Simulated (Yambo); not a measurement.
Yambo run on Na3MoO3F3 (space group R3, No. 146). The wavefunctions are norm-conserving PBEsol (Quantum ESPRESSO, 88 Ry, no spin-orbit coupling) ones on a 2×2×2 mesh (40 occupied bands); a = b = c = 5.806 Å, α = β = γ = 57.29°.

Yambo input:

```
rim_cut
HF_and_locXC
RandQpts= 10000
RandGvec= 1 Ry
EXXRLvcs= 88 Ry
VXCRLvcs= 352 Ry
% QPkrange
 2 | 2 | 40 | 40 |
 4 | 4 | 40 | 41 |
%
```

k points by index: 2 = L, 4 = Z.

Resulting energies as the program prints them:

```
#    K-point    Band    Eo [eV]    Ehf [eV]    Vxc [eV]    Vnlxc [eV]
#
    2    40    0.000000    -5.207520    -19.39828    -24.60580
    4    40    -0.163698    -5.312956    -19.28752    -24.43677
    4    41    4.085464    9.657529    -18.06773    -12.49566
```
Exchange alone, without screening.

Geometry of the Materials Project entry, not relaxed at this level.
